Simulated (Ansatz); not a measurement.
Data:

NiSb (NiAs type, space group No. 194), a = b = 3.9742 Å, c = 5.1593 Å, α = β = 90.00°, γ = 120.00°.

This is the PBE-relaxed structure.

**Question.** All from DFT-PBE in the program Ansatz with PAW potentials, unless another level is named. Give the electronic character.

**Answer.** metallic (no gap).

**Question.** And the formation energy from the elements (no fitted shifts)?

**Answer.** -0.26 eV/atom.

**Question.** And the density of states at the Fermi level?

**Answer.** 0.54 states/eV per atom (mean over ±0.08 eV).

**Question.** Give the gap with spin–orbit coupling.

**Answer.** none (metallic).

Space group P6_3/mmc (NiAs type). Symmetry was held in the PBE relaxation; of distortions, only those at the zone centre were tested. The workflow began spin-polarised and lost its moments. The references are the lowest solids computed at this level, not always the standard phases. Scalar-relativistic: spin–orbit coupling is off unless named, which matters more the heavier the elements.

Potentials: the later of the program's two PAW sets.
